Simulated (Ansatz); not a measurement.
Mg:
```
Mg
1.0
    3.18913     0.00000     0.00000
   -1.59456     2.76187     0.00000
    0.00000     0.00000     5.10787
Mg
2
Direct
  0.33333   0.66667   0.25000
  0.66667   0.33333   0.75000
```

Relaxed with PBEsol.

**Question.** List the phonon frequencies at the special points (DFPT on a 5×5×3 q-mesh, Fourier-interpolated; DFT-PBEsol in the program Ansatz with PAW potentials).

**Answer.** In cm⁻¹.

```csv
q,frequencies
Γ,0 0 0 130 130 259
M,121 140 188 209 223 235
K,176 176 187 196 196 227
A,97 97 97 97 186 186
L,156 156 162 162 248 248
H,138 138 209 209 233 233
```

Space group P6_3/mmc (hcp (Mg type)). The PBEsol relaxation kept the symmetry of its start; phonons on a q-mesh show no instability. As this level gives no gap, phonon frequencies hold no LO–TO term and depend on the k-mesh and smearing (Fermi–Dirac, 0.1 eV here).

Potentials: the earlier of the program's two PAW sets.
